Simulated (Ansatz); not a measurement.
LiCa$_{2}$CuN$_{2}$:
```yaml
crystal:
  lattice:
    - [5.26083, 0.00000, 0.00000]
    - [0.00000, 5.26083, 0.00000]
    - [0.00000, 0.00000, 6.59354]
  atoms:
    - { symbol: Li, position: [0.50000, 0.50000, 0.50000] }
    - { symbol: Li, position: [0.00000, 0.00000, 0.00000] }
    - { symbol: Ca, position: [0.00000, 0.50000, 0.25000] }
    - { symbol: Ca, position: [0.00000, 0.50000, 0.75000] }
    - { symbol: Ca, position: [0.50000, 0.00000, 0.25000] }
    - { symbol: Ca, position: [0.50000, 0.00000, 0.75000] }
    - { symbol: Cu, position: [0.50000, 0.50000, 0.00000] }
    - { symbol: Cu, position: [0.00000, 0.00000, 0.50000] }
    - { symbol: N, position: [0.24773, 0.75227, 0.50000] }
    - { symbol: N, position: [0.75227, 0.24773, 0.50000] }
    - { symbol: N, position: [0.74773, 0.74773, 0.00000] }
    - { symbol: N, position: [0.25227, 0.25227, 0.00000] }
```

Relaxed with r²SCAN.

### Question
Map the electron localisation function on the plane through (0.500, 0.500, 0.500) spanned by u = [1, 1, 0] and v = [1, -1, 1] in lattice vectors, from r²SCAN in the plane-wave PAW code Ansatz.

### Answer
x is the fraction of u, y of v (the angle between them is 90°; rows are the nearest grid lines); atoms in the plane: Li at (0.00, 0.00), Li at (0.00, 0.50), Ca at (0.75, 0.75), Ca at (0.25, 0.25), Ca at (0.25, 0.75), Ca at (0.75, 0.25), Cu at (0.50, 0.50), Cu at (0.50, 0.00), N at (0.75, 0.50), N at (0.25, 0.50).
```
y \ x   0.000  0.0811  0.189  0.270  0.351  0.459  0.541  0.649  0.730  0.811  0.919   1.00
------  -----  ------  -----  -----  -----  -----  -----  -----  -----  -----  -----  -----
1.00    0.996   0.185  0.079  0.286  0.233  0.699  0.699  0.233  0.286  0.079  0.185  0.996
0.925   0.038   0.094  0.069  0.100  0.252  0.177  0.177  0.252  0.100  0.069  0.094  0.038
0.850   0.627   0.343  0.204  0.450  0.052  0.421  0.421  0.052  0.450  0.204  0.343  0.627
0.775   0.339   0.048  0.856  0.815  0.745  0.178  0.178  0.745  0.815  0.856  0.048  0.339
0.700   0.059   0.026  0.846  0.853  0.657  0.045  0.045  0.657  0.853  0.846  0.026  0.059
0.625   0.039   0.110  0.130  0.117  0.143  0.263  0.263  0.143  0.117  0.130  0.110  0.039
0.550   0.613   0.051  0.844  0.765  0.623  0.285  0.285  0.623  0.765  0.844  0.051  0.613
0.450   0.613   0.051  0.844  0.765  0.623  0.285  0.285  0.623  0.765  0.844  0.051  0.613
0.375   0.039   0.110  0.130  0.117  0.143  0.263  0.263  0.143  0.117  0.130  0.110  0.039
0.300   0.059   0.026  0.846  0.853  0.657  0.045  0.045  0.657  0.853  0.846  0.026  0.059
0.225   0.339   0.048  0.856  0.815  0.745  0.178  0.178  0.745  0.815  0.856  0.048  0.339
0.150   0.627   0.343  0.204  0.450  0.052  0.421  0.421  0.052  0.450  0.204  0.343  0.627
0.0750  0.038   0.094  0.069  0.100  0.252  0.177  0.177  0.252  0.100  0.069  0.094  0.038
0.000   0.996   0.185  0.079  0.286  0.233  0.699  0.699  0.233  0.286  0.079  0.185  0.996
```

The density is the valence pseudo-density with augmentation charge, so density and ELF within about 1 Å of a nucleus are not all-electron values.

Space group P4_2/mnm. The first step of the workflow began from a Materials Project structure, measured or hypothetical; the Crystallography Open Database copy checked does not list it. With Li and Cu taken as one species the cell has the higher symmetry P4_2/mmc, so it may be an ordered model of a mixed-site phase. Whether it is the stable phase at ambient conditions was not checked. The cell was relaxed with r²SCAN under the symmetry of its start; whether a distortion lowers the energy is not shown. No spin polarisation was allowed.

Potentials: the later of the program's two PAW sets.
